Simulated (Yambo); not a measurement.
G0W0@LDA for Mg2Ge (anti-fluorite, space group Fm-3m, No. 225) in Yambo. Reference settings: 4×4×4 Γ-centred k mesh, bands 9 to 124 and a 8 Ry block in the screening, 124 bands in G with the Bruneval-Gonze terminator, plasmon pole fitted at 27.2 eV. The LDA gap Γ → X on this mesh is 0.10 eV; G0W0 gaps are taken between the same points.

The settings were changed. The gap went from 0.83 eV to 0.73 eV, and the shift of the valence edge from -0.64 eV to -0.36 eV.

### Question
What was changed between the two runs?
(A) 2×2×2 mesh
(B) 31 bands in W, 31 bands in G, 2 Ry block
(C) 31 bands in W, 31 bands in G, 3 Ry block
(D) 48 bands in W, 48 bands in G, 6 Ry block

### Answer
D, 48 bands in W, 48 bands in G, 6 Ry block. The others gave (gap, valence shift): 2×2×2 mesh: 1.04, -0.75 eV; 31 bands in W, 31 bands in G, 2 Ry block: 0.56, 0.02 eV; 31 bands in W, 31 bands in G, 3 Ry block: 0.63, -0.04 eV.

The standard potential for Ge keeps a d shell in the valence without the s and p states of that shell. In tests on such compounds this moved G0W0 gaps by up to about 0.9 eV, so absolute quasiparticle energies here are unreliable; differences between settings are what counts.

Spin-orbit coupling is not included.

Geometry relaxed with LDA; primitive cell a = 4.4450 Å, b = 4.4450 Å, c = 4.4450 Å, α = 60.00°, β = 60.00°, γ = 60.00°.

A shift is the quasiparticle energy of the state minus its LDA energy.
